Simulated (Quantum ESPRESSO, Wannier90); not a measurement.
# TiTe2 (P-3m1): Wannier90 run

```xyz
3
Lattice="3.8242 0.0000 0.0000 -1.9121 3.3119 0.0000 0.0000 0.0000 6.7183" Properties=species:S:1:pos:R:3 pbc="T T T"
Ti     0.0000     0.0000     0.0000
Te    -1.9121     1.1040    -1.6807
Te     1.9121    -1.1040     1.6807
```

Cell from Materials Project (mp-1907), symmetrised, no further relaxation. COD (Crystallography Open Database) has an entry of this formula and space group (matched by these alone). Method: LDA plane waves in Quantum ESPRESSO 7.5 (PseudoDojo norm-conserving files, 68 Ry, no spin polarisation, no spin-orbit coupling), Bloch states on a 12×12×4 mesh through Γ, Wannier90 4.0.1. Density: 12×12×6 mesh, cold smearing 0.01 Ry. The cell is built of weakly bound layers, chains or molecules, whose nearest atoms lie 4.02 Å apart. Database cells relaxed without dispersion often hold them too far apart, which can enlarge gaps and weakens couplings between them; spacing and stacking were not compared with the measured crystal. Spin-orbit coupling is left out although heavy elements are present.

A tight-binding model is made by disentanglement and projection with no localisation steps (num_iter = 0), so the 17 orbitals stay atom-like: hydrogen-like Ti: s;p;d; Te: s;p, axes along x, y, z; frozen window up to 1.50 eV relative to the Fermi level. It follows pw.x to 2.1 meV rms for states up to 1.0 eV relative to the Fermi level. Matrix elements depend on this choice of orbitals and windows.

Q: What are the on-site energies relative to the Fermi level, and how fast do the hoppings decay?

A: 
```
atom    orbitals  energy (eV)
----  ----------  -----------
Ti1            s         3.13
Ti1           pz         6.05
Ti1        px py         5.84
Ti1          dz2         0.35
Ti1      dxz dyz         0.38
Ti1   dx2-y2 dxy         0.30
Te2            s        -9.22
Te2           pz        -0.20
Te2        px py        -0.21
Te3            s        -9.22
Te3           pz        -0.20
Te3        px py        -0.21
```

| distance of the centres (Å) | largest modulus (eV) |
|---|---|
| 2–3 | 1.5 |
| 3–4 | 0.87 |
| 4–5 | 0.18 |
| 5–6 | 0.14 |
| 6–7 | 0.19 |
| 7–8 | 0.068 |
| 8–9 | 0.017 |
| 9–10 | 0.058 |
| 10–11 | 0.011 |
| 11–12 | 0.0093 |
| 12–13 | 0.012 |
